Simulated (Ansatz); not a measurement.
This run works on a generated trial structure, not on a known crystal.

Input and command of a plane-wave DFT calculation in Ansatz:

```yaml
crystal:
  lattice:
    - [-2.520772474, 2.520772474, 7.0650737641]
    - [2.520772474, -2.520772474, 7.0650737641]
    - [2.520772474, 2.520772474, -7.0650737641]
  atoms:
    - { symbol: Cu, position: [0.5, 0.5, 0.0] }
    - { symbol: Cu, position: [0.0, 0.0, 0.0] }
    - { symbol: Ni, position: [0.75, 0.75, 0.0] }
    - { symbol: Ni, position: [0.25, 0.25, 0.0] }
    - { symbol: I, position: [0.75, 0.25, 0.5] }
    - { symbol: I, position: [0.25, 0.75, 0.5] }
    - { symbol: "N", position: [0.9173732742, 0.4173732742, 0.3347465483] }
    - { symbol: "N", position: [0.4173732742, 0.0826267258, 0.5] }
    - { symbol: "N", position: [0.0826267258, 0.5826267258, 0.6652534517] }
    - { symbol: "N", position: [0.5826267258, 0.9173732742, 0.5] }
basis:
  ecutwfc: 500
kpoints:
  mp_grid: { grid: [10, 10, 10] }
hamiltonian:
  xc: r2scan
scf:
  occupations: { method: gaussian, width: 0.1 }
output:
  forces: true
  stress: true
  eigenvalues: true
```

```bash
ansatz run input.yaml --threads 1 --pin off --max-ram 2560MiB --backend cpu --events-out ev --progress --plain --runs-dir out
```

Processor: AMD EPYC (Zen 3), 1 thread, on a host shared with other jobs.

**Question.** Estimate time, memory and problem size.

**Answer.** About 7.2 min, peak memory 1.6 GiB. It solves 77 bands at 102 k points (after reduction by symmetry) with about 4545 plane waves, in 11 SCF iterations.
